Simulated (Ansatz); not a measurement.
Input:

KTaO3:
```
CELL_PARAMETERS angstrom
      4.02438     0.00000     0.00000
      0.00000     4.02438     0.00000
      0.00000     0.00000     4.02438
ATOMIC_POSITIONS crystal
  K  0.50000 0.50000 0.50000
  O  0.50000 0.00000 0.00000
  O  0.00000 0.50000 0.00000
  O  0.00000 0.00000 0.50000
  Ta 0.00000 0.00000 0.00000
```

This is the PBE-relaxed structure.

Problem. All from plane-wave PAW PBE (Ansatz code), unless another level is named. Predict the electron effective mass, band 2 of 3 at the edge.

Solution. 0.28 along [100], 0.47 along [110], 0.38 along [111] (mₑ).

Problem. Give the smallest direct gap on the standard path.

Solution. 2.78 eV.

Problem. Give the weight of the conduction-edge state by species (Voronoi cells).

Solution. Ta 69 %, O 29 %, K 2 %.

Space group Pm-3m (cubic perovskite). The cell was relaxed with PBE under the symmetry of its start. At this level the phase is dynamically unstable (imaginary phonons). The run is not spin-polarised. Scalar-relativistic: spin–orbit coupling is off unless named, which matters more the heavier the elements.

Potentials: the later of the program's two PAW sets.
